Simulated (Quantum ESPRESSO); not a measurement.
Mg2Mo6, one composition in several site orders

Simulated, not a measurement. The program is pw.x of Quantum ESPRESSO 7.5 (plane-wave density functional theory). The cell is made up: eight metal atoms on a hexagonal close-packed lattice, with elements, volume, strain and displacements drawn at random and not relaxed, so it may be unstable or far from any real phase. PseudoDojo standard norm-conserving files set the functional (PBE unless stated); there is no spin polarisation or spin-orbit coupling, the Fermi-Dirac width of 0.25 eV means electrons at about 2900 K, and the masses in the input are unused placeholders. A spin test at this wide smearing found no moment, but such smearing suppresses magnetism that the real alloy may have.

The runs put one composition on the sites in different orders. Cell, positions, cutoff, mesh and smearing stay as in the input of run 1; sites are counted in its order. Stress in the tables is positive in tension.

Input of run 1:

```
&control calculation='scf', pseudo_dir='./dojo.nc.sr.pbe.v0_5.standard.upf', outdir='./o', disk_io='minimal', tprnfor=.true., tstress=.true. /
&system ibrav=0, nat=8, ntyp=2, nbnd=68, ecutwfc=84.00895049, nosym=.true., tot_charge=0,
 occupations='smearing', smearing='fd', degauss=0.0183746611
/
&electrons conv_thr=1.470e-08, electron_maxstep=70, mixing_beta=0.5 /
ATOMIC_SPECIES
Mg 1.0 Mg.upf
Mo 1.0 Mo.upf
CELL_PARAMETERS angstrom
2.9296 0.0 0.0
1.4648 -2.5371 -4.8294
1.4648 7.6113 -4.8294
ATOMIC_POSITIONS angstrom
Mg -0.0854 0.0039 0.0122
Mo 1.4403 2.6078 -4.859
Mo 1.3154 -0.877 -2.3272
Mo 2.9844 1.7675 -7.3339
Mo 3.1871 5.1526 -4.9637
Mo 3.0161 -0.026 -4.9765
Mo 2.7528 1.6738 -2.5121
Mg 4.3785 4.0224 -7.0511
K_POINTS automatic
8 4 3 1 1 1
```

| run | elements on sites 1 to 8 | free energy less that of run 1 (eV) | -TS (eV) | pressure (GPa) | stress xx (GPa) | stress yy (GPa) | stress zz (GPa) | stress yz (GPa) | stress xz (GPa) | stress xy (GPa) | iterations |
| --- | --- | --- | --- | --- | --- | --- | --- | --- | --- | --- | --- |
| 1 | Mg Mo Mo Mo Mo Mo Mo Mg | 0.000 | -1.989 | -10.64 | 15.20 | 5.76 | 10.95 | -2.03 | 1.21 | -0.15 | 20 |
| 2 | Mo Mo Mo Mo Mg Mo Mg Mo | 0.142 | -1.995 | -10.06 | 12.54 | 9.49 | 8.16 | -0.67 | 0.47 | 1.33 | 20 |
| 3 | Mo Mg Mo Mo Mg Mo Mo Mo | 0.208 | -1.995 | -10.58 | 14.36 | 10.70 | 6.68 | 2.67 | -0.69 | 0.38 | 22 |
| 4 | Mo Mo Mo Mg Mo Mg Mo Mo | -0.068 | -2.066 | -9.14 | 12.46 | 4.57 | 10.38 | -2.91 | -0.31 | 2.30 | 19 |
| 5 | Mo Mo Mo Mo Mo Mg Mg Mo | -0.578 | -2.016 | -8.47 | 10.15 | 4.94 | 10.33 | 0.88 | -0.34 | 2.38 | 19 |

Forces Fx Fy Fz (eV/Å):

| site | run 1 | run 2 | run 3 | run 4 | run 5 |
| --- | --- | --- | --- | --- | --- |
| 1 | 0.55 0.41 0.28 | 0.41 1.47 0.37 | 0.40 1.28 0.40 | 0.36 -0.57 0.47 | 0.33 -1.03 0.76 |
| 2 | -0.22 -0.79 0.98 | 0.01 -0.30 -0.26 | 0.09 -1.05 0.52 | 0.24 0.41 0.02 | -0.15 0.51 -0.59 |
| 3 | -0.15 0.51 -0.41 | -0.27 -0.62 -0.95 | -0.24 0.25 -0.76 | -0.26 -0.08 -0.13 | -0.31 -1.11 0.19 |
| 4 | -0.21 -2.12 -0.11 | 0.08 -0.38 0.24 | 0.09 -0.59 0.88 | -0.21 -1.17 -0.13 | 0.08 0.47 -0.49 |
| 5 | -0.29 -0.86 0.92 | -0.98 -0.13 1.27 | -0.96 -0.04 1.30 | 0.25 0.49 0.23 | 0.06 0.60 0.47 |
| 6 | 0.08 1.20 0.14 | -0.09 0.09 0.98 | 0.27 -0.49 0.32 | -0.62 0.24 0.70 | -0.55 0.35 0.77 |
| 7 | -0.24 0.09 -0.10 | 0.53 -0.14 -0.18 | -0.10 -0.37 0.54 | 0.21 -1.14 -0.53 | 0.47 -0.15 -0.24 |
| 8 | 0.47 1.56 -1.70 | 0.30 0.01 -1.47 | 0.44 1.01 -3.19 | 0.02 1.81 -0.64 | 0.07 0.36 -0.87 |

The sites are displaced and not relaxed, so the energy differences hold strain from misfit and are not ordering energies. A rerun of one cell of this series at a higher cutoff and on a denser mesh moved values by no more than 0.002 eV in energy, 0.04 GPa in stress and 0.006 eV/Å in force, and a second program with other atomic files agreed on that cell to 2 % rms in force and 0.5 GPa in pressure.